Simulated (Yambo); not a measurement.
Input:

```
CELL_PARAMETERS angstrom
      0.00000     4.15743     4.15743
      4.15743     0.00000     4.15743
      4.15743     4.15743     0.00000
ATOMIC_POSITIONS crystal
  O  0.75743 0.24257 0.24257
  O  0.24257 0.75743 0.75743
  O  0.24257 0.75743 0.24257
  O  0.75743 0.24257 0.75743
  O  0.24257 0.24257 0.75743
  O  0.75743 0.75743 0.24257
  Sc 0.50000 0.50000 0.50000
  Ba 0.25000 0.25000 0.25000
  Ba 0.75000 0.75000 0.75000
  Ta 0.00000 0.00000 0.00000
```

Workflow: norm-conserving PBEsol (Quantum ESPRESSO, 84 Ry, scalar-relativistic), then G0W0 in Yambo (2×2×2 Γ-centred k mesh, bands 3 to 220 and a 7 Ry block in the screening, 220 bands in G with the Bruneval-Gonze terminator, plasmon pole fitted at 27.2 eV).

**Question.** Give the PBEsol and G0W0 gaps between the band edges found on this mesh, and say where the edges lie.

**Answer.** Edges: Γ → Γ. PBEsol: 3.03 eV; G0W0: 4.81 eV. Nearest settings tried, and what they do to the gap: 148 bands in G: +9 meV; 148 bands in W, 148 bands in G: +58 meV; 6 Ry block (283 vectors against 331): -12 meV. Not varied: mesh. So the settings aren't converged at that level. The k mesh is coarse. Spin-orbit coupling is left out, which matters for elements this heavy: edges can move by tenths of an eV.

Geometry of the Materials Project entry, not relaxed at this level.

The structure is a Materials Project entry; no match was found in the copy of COD used, and its stability was not checked.
